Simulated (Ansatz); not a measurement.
GaN with an N vacancy: gradients before and after relaxing the atoms

Start: a supercell of GaN (wurtzite type, P6_3mc) built from an entry of the Crystallography Open Database (COD) (the entry's cell lengths or inner coordinates differ somewhat from later room-temperature determinations), with all atoms left at the host's positions.

```xyz
47
Lattice="6.3600 0.0000 0.0000 -4.7700 8.2619 0.0000 0.0000 0.0000 10.3320" Properties=species:S:1:pos:R:3 pbc="T T T"
Ga    0.0000    1.8360    0.0000
Ga    0.0000    1.8360    5.1660
Ga   -1.5900    4.5899    0.0000
Ga   -1.5900    4.5899    5.1660
Ga   -3.1800    7.3439    0.0000
Ga   -3.1800    7.3439    5.1660
Ga    3.1800    1.8360    0.0000
Ga    3.1800    1.8360    5.1660
Ga    1.5900    4.5899    0.0000
Ga    1.5900    4.5899    5.1660
Ga    0.0000    7.3439    0.0000
Ga    0.0000    7.3439    5.1660
Ga    1.5900    0.9180    2.5830
Ga    1.5900    0.9180    7.7490
Ga    0.0000    3.6719    2.5830
Ga    0.0000    3.6719    7.7490
Ga   -1.5900    6.4259    2.5830
Ga   -1.5900    6.4259    7.7490
Ga    4.7700    0.9180    2.5830
Ga    4.7700    0.9180    7.7490
Ga    3.1800    3.6719    2.5830
Ga    3.1800    3.6719    7.7490
Ga    1.5900    6.4259    2.5830
Ga    1.5900    6.4259    7.7490
N     0.0000    1.8360    7.1033
N    -1.5900    4.5899    1.9373
N    -1.5900    4.5899    7.1033
N    -3.1800    7.3439    1.9373
N    -3.1800    7.3439    7.1033
N     3.1800    1.8360    1.9373
N     3.1800    1.8360    7.1033
N     1.5900    4.5899    1.9373
N     1.5900    4.5899    7.1033
N     0.0000    7.3439    1.9373
N     0.0000    7.3439    7.1033
N     1.5900    0.9180    4.5203
N     1.5900    0.9180    9.6863
N     0.0000    3.6719    4.5203
N     0.0000    3.6719    9.6863
N    -1.5900    6.4259    4.5203
N    -1.5900    6.4259    9.6863
N     4.7700    0.9180    4.5203
N     4.7700    0.9180    9.6863
N     3.1800    3.6719    4.5203
N     3.1800    3.6719    9.6863
N     1.5900    6.4259    4.5203
N     1.5900    6.4259    9.6863
```

Atoms are numbered from 1 in the order listed; like atoms form one site, named after its first atom.

Level of theory: DFT, PBE, plane waves and PAW, scalar-relativistic, collinear spin, 420 eV cutoff, Γ-centred 4×3×2 k-points, Fermi–Dirac smearing 0.01 eV, cell charge +1 (Ansatz 0.2.0). Start moments as typed (μB): 0.5 0 0 0 0 0 0 0 0 0 0 0 0.5 0 0.5 0 0 0 0.5 0 0 0 0 0 0 0 0 0 0 0 0 0 0 0 0 0 0 0 0 0 0 0 0 0 0 0 0 by atom.

The largest force at the start is 0.71 eV/Å. Relaxing the ions at fixed cell moves them by 0.037 Å at most (atom 37, N) and 0.015 Å rms.

```json
{"site": "Ga1", "atom": "1", "moved (Å)": "0.001", "first shell before": "3 N at 1.95 Å", "first shell after": "3 N at 1.93 Å", "V_zz before (10²¹ V/m²)": "12.75", "η before": "0.01"}
{"site": "Ga2", "atom": "2", "moved (Å)": "0.012", "first shell before": "4 N at 1.94–1.95 Å", "first shell after": "4 N at 1.94 Å", "V_zz before (10²¹ V/m²)": "-0.76", "η before": "0.10"}
{"site": "Ga3", "atom": "3", "moved (Å)": "0.017", "first shell before": "4 N at 1.94–1.95 Å", "first shell after": "4 N at 1.94–1.95 Å", "V_zz before (10²¹ V/m²)": "-0.35", "η before": "0.85"}
{"site": "Ga5", "atom": "5", "moved (Å)": "0.019", "first shell before": "4 N at 1.94–1.95 Å", "first shell after": "4 N at 1.94–1.95 Å", "V_zz before (10²¹ V/m²)": "-0.43", "η before": "0.99"}
{"site": "Ga7", "atom": "7", "moved (Å)": "0.019", "first shell before": "4 N at 1.94–1.95 Å", "first shell after": "4 N at 1.93–1.95 Å", "V_zz before (10²¹ V/m²)": "-0.60", "η before": "0.59"}
{"site": "Ga8", "atom": "8", "moved (Å)": "0.010", "first shell before": "4 N at 1.94–1.95 Å", "first shell after": "4 N at 1.94–1.96 Å", "V_zz before (10²¹ V/m²)": "-0.84", "η before": "0.64"}
{"site": "Ga9", "atom": "9", "moved (Å)": "0.016", "first shell before": "4 N at 1.94–1.95 Å", "first shell after": "4 N at 1.94–1.95 Å", "V_zz before (10²¹ V/m²)": "-0.35", "η before": "0.94"}
{"site": "Ga11", "atom": "11", "moved (Å)": "0.017", "first shell before": "4 N at 1.94–1.95 Å", "first shell after": "4 N at 1.94–1.95 Å", "V_zz before (10²¹ V/m²)": "0.44", "η before": "0.98"}
{"site": "Ga14", "atom": "14", "moved (Å)": "0.004", "first shell before": "4 N at 1.94–1.95 Å", "first shell after": "4 N at 1.94–1.97 Å", "V_zz before (10²¹ V/m²)": "0.95", "η before": "0.17"}
{"site": "Ga15", "atom": "15", "moved (Å)": "0.012", "first shell before": "3 N at 1.94–1.95 Å", "first shell after": "3 N at 1.93–1.94 Å", "V_zz before (10²¹ V/m²)": "12.33", "η before": "0.06"}
{"site": "Ga16", "atom": "16", "moved (Å)": "0.003", "first shell before": "4 N at 1.94–1.95 Å", "first shell after": "4 N at 1.94–1.97 Å", "V_zz before (10²¹ V/m²)": "0.92", "η before": "0.12"}
{"site": "Ga18", "atom": "18", "moved (Å)": "0.012", "first shell before": "4 N at 1.94–1.95 Å", "first shell after": "4 N at 1.94–1.95 Å", "V_zz before (10²¹ V/m²)": "-0.029", "η before": "0.48"}
{"site": "Ga20", "atom": "20", "moved (Å)": "0.004", "first shell before": "4 N at 1.94–1.95 Å", "first shell after": "4 N at 1.94–1.97 Å", "V_zz before (10²¹ V/m²)": "0.94", "η before": "0.17"}
{"site": "N30", "atom": "30", "moved (Å)": "0.010", "first shell before": "4 Ga at 1.94–1.95 Å", "first shell after": "4 Ga at 1.95 Å", "V_zz before (10²¹ V/m²)": "2.22", "η before": "0.08"}
{"site": "N36", "atom": "36", "moved (Å)": "0.019", "first shell before": "4 Ga at 1.94–1.95 Å", "first shell after": "4 Ga at 1.93–1.96 Å", "V_zz before (10²¹ V/m²)": "1.48", "η before": "0.14"}
{"site": "N37", "atom": "37", "moved (Å)": "0.037", "first shell before": "4 Ga at 1.94–1.95 Å", "first shell after": "4 Ga at 1.93–1.97 Å", "V_zz before (10²¹ V/m²)": "1.43", "η before": "0.11"}
```

(1) What are V_zz and η after the relaxation?

## Answers

(1) 

```
site  atom  V_zz after  η after  change of V_zz
 Ga1     1       13.63     0.01           +0.88
 Ga2     2       -0.60     0.30           +0.16
 Ga3     3        1.33     0.39               –
 Ga5     5        1.41     0.51               –
 Ga7     7        1.53     0.68               –
 Ga8     8       -0.99     0.40           -0.15
 Ga9     9        1.35     0.33               –
Ga11    11        1.44     0.45           +1.00
Ga14    14        2.27     0.14           +1.32
Ga15    15       12.33     0.02            0.00
Ga16    16        2.11     0.01           +1.19
Ga18    18        0.86     0.09               –
Ga20    20        2.22     0.14           +1.28
 N30    30        2.21     0.13           -0.01
 N36    36        1.31     0.08           -0.17
 N37    37        1.39     0.15           -0.04
```

The largest change of V_zz along a kept axis is on Ga14, from 0.95 to 2.27. Small gradients that grow severalfold: Ga11 (0.44 to 1.44), Ga5 (-0.43 to 1.41), Ga3 (-0.35 to 1.33), Ga9 (-0.35 to 1.35). In per cent, |V_zz| changes by -21 to +139 on Ga, -11 to -1 on N (all sites that start above 0.5, bar those whose gradient vanishes or changes sign or whose main axis turns by over 40°). Where |V_zz| stays above 0.1 and the axes keep their order, η moves most on Ga11, from 0.98 to 0.45. On Ga17, Ga12, Ga6, Ga10, Ga4 (not in the table) V_xx and V_yy change places (or their axes turn by over 50°), so the two values of η hide a larger change. On Ga7, Ga5, Ga3, Ga9, Ga18, Ga21, Ga22, N41 and 3 more sites (not all in the table) the largest principal value lies along another axis in the second run, so the two V_zz can't be compared directly. The table leaves out 31 of the 47 sites, with |V_zz| up to 11.96; their tensors move by 0.77 at most along any direction. The statements above cover all sites.

The defect repeats with the cell of 47 atoms, so it feels its images: sites between two images don't show the values beside a lone defect, and zeros or small values of η there can come from the images' arrangement. Ga and N carry a gradient in the pure host already, so the values there aren't the defect's effect alone. A uniform background compensates the cell's charge. The cell keeps the host's lattice, where the PBE pressure is 7 GPa (in a charged cell this depends on the convention for the mean potential). The start moments die out, and the run ends without spin.
Before: The neighbours have not yet relaxed around the defect (largest force 0.71 eV/Å), so a real crystal will differ.
